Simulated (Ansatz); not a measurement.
VBiO4 (scheelite type, space group I4_1/a)

```xyz
12
Lattice="-2.5830 2.5830 5.8897 2.5830 -2.5830 5.8897 2.5830 2.5830 -5.8897" Properties=species:S:1:pos:R:3 pbc="T T T"
Bi     0.0000     2.5830     2.9449
Bi     0.0000     0.0000     0.0000
V      2.5830     0.0000     2.9449
V      0.0000     0.0000     5.8897
O      3.2979    -1.2870     3.8647
O      1.8681     1.2870     3.8647
O      1.2870     0.7149     6.8096
O      1.2960     1.8681     0.9198
O     -0.7149     1.2870     4.9699
O      3.2979     1.2960    -0.9198
O      1.2960    -0.7149     2.0250
O      3.8701     0.7149     2.0250
```

The slice is a (1 0 -1) plane (indices of the conventional cell) through the point (0.079, 0.967, 0.389) (fractional), spanned by u = [101] and v = [121] in vectors of this cell: u (5.17 Å) and v (12.86 Å, at 90° to u). It covers one period; positions are fractions (u, v).

Computed with PBE (plane waves to 420 eV, PAW, scalar-relativistic; Ansatz, a quantum-chemistry and plane-wave program). k mesh 7×7×7. These are valence fields of a PAW run, semicore shells included where kept as valence: close to a nucleus they are smooth pseudo fields. Spin-orbit coupling is left out, though Bi is heavy. The PAW data are Ansatz's earlier set. This is one of several known forms of VBiO4; the measured ambient cells at hand have space group No. 15 or 60. VBiO4 is run without spin polarisation. VBiO4 was relaxed with its symmetry unable to fall.

Predict the map of the electrostatic potential energy of an electron, from the cell's mean on the slice.


```
|x000069990|
|40xx059999|
|60xx069999|
|8400489999|
|9988998778|
|8999970004|
|788886x001|
|6665773003|
|x344687554|
|0555789997|
|98770x0889|
|8988xxx215|
|69990x0000|
|5999940xx0|
|6999960xx0|
|8999984004|
|9877899889|
|7000489999|
|6x00178888|
|7300366657|
|87554x3446|
|8999705557|
|x088998770|
|xx2158988x|
```
Scale: ten equal steps from 1.00 (start of '0') to 9.66 (end of '9'), in the order '0123456789'. Values: electrostatic potential energy of an electron, from the cell's mean, in eV. The map has 10 points along u (one character each, u = 0 at the left) and 24 along v (v = 0 in the bottom row). Points within 0.7 Å of a nucleus are blanked (x), as the pseudised field means little there. Values under 1 eV are set to 1. The zero, the cell's mean, hangs on the PAW cores.
